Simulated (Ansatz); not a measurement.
Relaxed-ion elastic tensor of SrO (NiAs type, P6_3/mmc) in GPa (Voigt order), LDA in the plane-wave PAW code Ansatz; density 5.40 g/cm³, 15.94 Å³ per atom.

```
 166  76.8  42.2   0.0   0.0   0.0
76.8   166  42.2   0.0   0.0   0.0
42.2  42.2   252   0.0   0.0   0.0
 0.0   0.0   0.0  44.8   0.0   0.0
 0.0   0.0   0.0   0.0  44.8   0.0
 0.0   0.0   0.0   0.0   0.0  44.5
```

### Question
Is the crystal mechanically stable?

### Answer
Yes: the smallest eigenvalue of C is 44.5 GPa.

### Question
Work out the Voigt, Reuss and Hill averages.

### Answer
K_V = 101, K_R = 99.7, K_H = 100; G_V = 55.0, G_R = 50.0, G_H = 52.5 GPa.

### Question
Give Young's modulus, Poisson's ratio, Pugh's ratio and the universal anisotropy index.

### Answer
E = 9KG/(3K + G) = 134 GPa; ν = 0.28; K/G = 1.91 (ductile by the Pugh limit of 1.75); A_U = 5G_V/G_R + K_V/K_R − 6 = 0.51.

### Question
Estimate the sound speeds and the Debye temperature.

### Answer
v_l = √((K + 4G/3)/ρ) = 5610 m/s, v_t = √(G/ρ) = 3120 m/s, mean 3470 m/s; Θ = (h/k)(3n/4πV)^(1/3) v_m = 411 K.

### Question
Solve the Christoffel equation for the three sound speeds along x, y, z.

### Answer
Eigenvalues of C_ijkl n_j n_l equal ρv². In km/s, slowest first: x 2.87, 2.88, 5.54; y 2.87, 2.88, 5.54; z 2.88, 2.88, 6.84.

### Question
How much does each axis shrink under pressure?

### Answer
Linear compressibilities β_i = Σ_j S_ij (j = 1 to 3): x 3.6, y 3.6, z 2.7 per TPa.

The first step of the workflow began from a Materials Project structure, measured or hypothetical; the Crystallography Open Database copy checked does not list it. It is not the phase usual at ambient conditions (space group No. 225). The cell was relaxed with LDA under the symmetry of its start; whether a distortion lowers the energy is not shown.

Potentials: the later of the program's two PAW sets.
